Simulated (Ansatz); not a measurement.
input.yaml (Ansatz)

```yaml
crystal:
  lattice:
    - [2.5578741124, 0.0, 0.0]
    - [0.0, 2.5578741124, 0.0]
    - [0.0, 0.0, 2.5578741124]
  atoms:
    - { symbol: Mo, position: [0.0, 0.0, 0.0] }
hamiltonian:
  xc: lda
  pseudopotentials:
    kind: paw_fr
    azcp:
      Mo: "pseudopotentials/Mo.paw.azcp"
basis:
  ecutwfc: 420
  fft_grid_basis: typed
kpoints:
  mp_grid: { grid: [12, 12, 12], shift: [0, 0, 0] }
magnetization:
  noncollinear: true
  spin_orbit: true
scf:
  occupations: { method: fermi_dirac, width: 0.1 }
```

Terminal output

```
Warning: the record states the generating functional pbe (its physics header spells it `PBE`), which answers neither for hamiltonian.xc's functional nor for the lda family's — results may be inconsistent (PPs are generated against a specific XC)
Engine: ansatz 0.2.0, x86_64-unknown-linux-gnu
Pseudopotentials: kind: paw_fr
Pseudopotential: Mo, paw_fr, valence charge 14, recommended cutoff 420 eV (normal) 
Functional definition: SPW92
  exchange = slater_x
  correlation = pw_c
non-collinear run that drives no moment, with spin-orbit: no starting moment large enough to seed its density (crystal.atoms[].spin), no starting occupations that ask for one, no magnetisation constraint and no magnetic field, so the semilocal B_xc is pinned to zero
Crystal: 1 atoms, lattice volume = 16.735 Å³
Basis set: ecut = 420 eV, 341 PW (Γ)
Bands: 22, of which v1, the nominal top of the filled ones, is band 14 counted from 1 (13 counted from 0)
Symmetry: 48 space group operations + 48 with time reversal
Magnetic group: BNS 221.93 (UNI 1595), of the structure as read, at distance tolerance 2.6e-5 Å
k-points: 84 of 1728
Projection manifold: j_resolved (fully-relativistic pseudo-atomic orbitals)
Non-local potential: Mo, projectors of the file, l = 0: 3, l = 1: 4, l = 2: 4, l = 3: 2
PAW form: soft (Blöchl's): semilocal exchange-correlation on the pseudo side does not see the compensation charge
PAW frozen core: Mo, regenerated for the run's functional, and the local potential with it (the file was generated under x = pbe(κ = 0.804, μ = 0.2195149727645171), c = pbe(β = 0.06672455060314922))
PAW one-centre angular grid: Mo, 590 points (default); XC on 64 Gauss nodes
Initial density: superposition of atomic densities (chi_scale 0.1, normalization cell)
Initial wavefunctions: pseudopotential atomic-orbital guess
Functional: x = slater, c = lda
SCF iter   1: F=—  HF=-4843.260687 eV  |F-HF|=—  |Δ(HF+E_count)|=         —  Δρ=8.96e-2  dr2=1.15e0  dr2_m=0.00e0 (ungated)  ethr=3.10e-3  |M|=0.00e0 ∫|m|=0.00e0 μB  |m|>n=0.0e0 m-floor=0.0e0 τ_xc=0.0e0  β_m=0.30  ⟨swp⟩=7.1  Hψ=5087  notcnv=0  defer=8
SCF iter   2: F=—  HF=-4843.031965 eV  |F-HF|=—  |Δ(HF+E_count)|=   2.29e-1  Δρ=6.42e-2  dr2=5.77e-1  dr2_m=0.00e0 (ungated)  ethr=3.10e-3  |M|=0.00e0 ∫|m|=0.00e0 μB  |m|>n=0.0e0 m-floor=0.0e0 τ_xc=0.0e0  β_m=0.65  ⟨swp⟩=2.0  Hψ=1512  notcnv=0  defer=92
SCF iter   3: F=—  HF=-4842.820951 eV  |F-HF|=—  |Δ(HF+E_count)|=   2.11e-1  Δρ=4.23e-3  dr2=1.27e-3  dr2_m=0.00e0 (ungated)  ethr=3.10e-3  |M|=0.00e0 ∫|m|=0.00e0 μB  |m|>n=0.0e0 m-floor=0.0e0 τ_xc=0.0e0  β_m=0.78  ⟨swp⟩=2.8  Hψ=1703  notcnv=0  defer=92
SCF iter   4: F=—  HF=-4842.821575 eV  |F-HF|=—  |Δ(HF+E_count)|=   6.24e-4  Δρ=9.23e-4  dr2=1.34e-4  dr2_m=0.00e0 (ungated)  ethr=9.10e-6  |M|=0.00e0 ∫|m|=0.00e0 μB  |m|>n=0.0e0 m-floor=0.0e0 τ_xc=0.0e0  β_m=0.78  ⟨swp⟩=2.1  Hψ=1655  notcnv=0  defer=86
SCF iter   5: F=—  HF=-4842.821536 eV  |F-HF|=—  |Δ(HF+E_count)|=   3.85e-5  Δρ=9.69e-5  dr2=8.24e-7  dr2_m=0.00e0 (ungated)  ethr=9.60e-7  |M|=0.00e0 ∫|m|=0.00e0 μB  |m|>n=0.0e0 m-floor=0.0e0 τ_xc=0.0e0  β_m=0.85  ⟨swp⟩=2.9  Hψ=1561  notcnv=0  defer=86
SCF iter   6: F=—  HF=-4842.821537 eV  |F-HF|=—  |Δ(HF+E_count)|=   5.48e-7  Δρ=8.88e-6  dr2=9.70e-9  dr2_m=0.00e0 (ungated)  ethr=7.14e-10  |M|=0.00e0 ∫|m|=0.00e0 μB  |m|>n=0.0e0 m-floor=0.0e0 τ_xc=0.0e0  β_m=0.86  ⟨swp⟩=3.0  Hψ=2210  notcnv=0
SCF iter   7: F=-4842.821537 eV  HF=-4842.821537 eV  |F-HF|=2.91e-11  |Δ(HF+E_count)|=   1.54e-9  Δρ=7.73e-7  dr2=5.40e-11  dr2_m=0.00e0 (ungated)  ethr=6.93e-11  |M|=0.00e0 ∫|m|=0.00e0 μB  |m|>n=0.0e0 m-floor=0.0e0 τ_xc=0.0e0  ⟨swp⟩=1.0  Hψ=2757  notcnv=0
SCF 1 converged in 7 iterations: F = -4842.821537 eV  dr2 = 5.40e-11
SCF converged after 7 iterations
Magnetization: |M| = 0.0000 μB,  M = (+0.0000, +0.0000, +0.0000) μB
Absolute magnetization: 0.0000 μB (∫|m|)
  site 0: m = (+0.0000, +0.0000, +0.0000) μB, |m| = 0.0000 μB  (R = 1.06 Å)
Free energy (F): -4842.821537 eV
Harris-Foulkes:  -4842.821537 eV  (|F-HF|=2.91e-11)
Internal energy: -4842.786582 eV  (E = F + TS)
E sigma→0 (E₀):  -4842.804059 eV
Entropy (-TS):   -0.034955 eV (-34.955 meV/atom)
Fermi energy:    19.016072 eV
--- Per-component energies (eV) ---
  E_band       = -79.713965
  E_kinetic    = 443.275520
  E_local      = -899.524131  (includes V_loc(G=0)·N_el)
  E_nonlocal   = 149.899408
  E_hartree    = 301.826574
  E_xc         = -182.197809
  E_vxc        = -228.383120  (∫ρ·V_xc dr)
  E_paw        = -3091.219317  (= ΣΔE_a)
  E_vpaw       = -148.635005  (= ΣTr[D̂ρ^β])
  E_aug_tail   = 0.000029  (compensation charges beyond the density's cutoff)
  E_ewald      = -1565.321611
  E_core_change = 0.474754  (= ΣΔE_core)
  E_smearing   = -0.034955  (= −TS)
  E_closure    = 0.000000  (closes the sum)
  Σ components = -4842.821537   (vs F -4842.821537, Δ=0.00e0)
```
